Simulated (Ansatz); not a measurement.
YIr:
```
YIr
1.0
    3.38544     0.00000     0.00000
    0.00000     3.38544     0.00000
    0.00000     0.00000     3.38544
Ir Y
1 1
Cartesian
  0.00000   0.00000   0.00000
  1.69272   1.69272   1.69272
```

Relaxed with PBEsol. Special points in fractions of this cell's reciprocal vectors: Γ (0.000, 0.000, 0.000); X (0.000, 0.500, 0.000); M (0.500, 0.500, 0.000); R (0.500, 0.500, 0.500).

Task: List the band energies nearest the Fermi level at these points for plane-wave PAW PBEsol (Ansatz code).

Result: In eV from the Fermi level; about four levels below and three above (degenerate sets whole), none deeper than 8.9 eV; points with the same levels are listed once.

```json
[
 {"k": "Γ", "below": "-4.35 -4.35 -1.61 -1.61 -1.61", "above": "2.79 2.79 6.51 6.51 6.51"},
 {"k": "X", "below": "-2.60 -1.79 -1.79 -1.16", "above": "0.25 0.42 2.35 2.35"},
 {"k": "M", "below": "-4.13 -2.83 -2.83 -0.27", "above": "0.12 1.67 1.67"},
 {"k": "R", "below": "-1.17 -1.17 -1.17 -0.20 -0.20", "above": "2.74 7.25 7.25"}
]
```

Space group Pm-3m (CsCl type). The workflow started from an entry of the Crystallography Open Database (COD). Whether it is the stable phase at ambient conditions was not checked. The PBEsol relaxation kept the symmetry of its start; whether a distortion lowers the energy is not shown. The run is not spin-polarised. Spin–orbit coupling is left out wherever it is not named.

Potentials: the later of the program's two PAW sets.
